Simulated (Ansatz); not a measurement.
Input:

BP (zinc blende)

```xyz
2
Lattice="0.0000 2.2742 2.2742 2.2742 0.0000 2.2742 2.2742 2.2742 0.0000" Properties=species:S:1:pos:R:3 pbc="T T T"
P      3.4114     3.4114     3.4114
B      0.0000     0.0000     0.0000
```

In this cell atom 2 (B, nearest neighbour P at 1.970 Å; its periodic images, 3.2 Å or more away, move with it) is moved by s along Cartesian [111], unit vector (0.577, 0.577, 0.577); all other atoms and the cell stay fixed.

Method: PBE (plane waves to 420 eV, PAW, scalar-relativistic; Ansatz, a program for electronic structure). k mesh 10×10×10 (Γ-centred), Fermi-Dirac smearing 0.05 eV. E stands for the smeared free energy. Left out: 1 of 11 points, with atoms too close for the PAW data. As the smearing reaches across the gap at some points, energies and forces of such displacements shift with the k mesh and the smearing. BP was relaxed with its symmetry unable to fall. ΔE is measured from the undisplaced structure.

The scan covers s from -0.472 to 0.590 Å in 10 points.

Q: Is this a single well or a double well?

A: A single well with its minimum at or next to zero displacement.

Q: Is the energy the same for displacements of ±0.472 Å, and if not, which side lies higher?

A: Not even: the negative side lies higher at ±0.472 Å. With its periodic images moving along, the atom's site symmetry in this cell is -43m.

Q: What force acts on the atom along the line at s = -0.472 Å?

A: 18.1 eV/Å.

Q: What is the energy change at s = 0.590 Å?

A: 1260 meV/cell.

Q: What is the force constant k = d²E/ds² of this move at s = 0?

A: 18.9 eV/Å².

(For displaced atoms, the force is minus the slope of the energy, and its curvature is a force constant, which sets phonon frequencies.)
